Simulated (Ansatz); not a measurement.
Co$_{3}$W (Cu3Au type, space group No. 221) under volume change, plane-wave PAW PBEsol (Ansatz code), scaled uniformly.

```tsv
V (Å³/atom)	E − E(relaxed) (meV/atom)	P (GPa)
10.183	102.5	35.61
10.518	42.9	21.70
10.854	10.1	9.94
11.190	0.0	-0.01
11.526	9.1	-8.42
11.861	34.4	-15.52
12.197	73.4	-21.53
```

Task: What does a third-order Birch–Murnaghan fit give for V₀, B₀ and B′?

Result: V₀ = 11.19 Å³/atom, B₀ = 304 GPa, B′ = 4.6.

Space group Pm-3m (Cu3Au type). The workflow started from a Materials Project entry (that database holds measured and hypothetical structures alike); the Crystallography Open Database copy checked does not list it. COD files the formula under space group No. 194. Its standing as an ambient phase is unchecked. The cell was relaxed with PBEsol under the symmetry of its start, as lowered by the spin order; whether a distortion lowers the energy is not shown. Magnetic state: ferrimagnetic, the only order run, not a proven ground state. Spin–orbit coupling is left out wherever it is not named.

Potentials: the later of the program's two PAW sets.
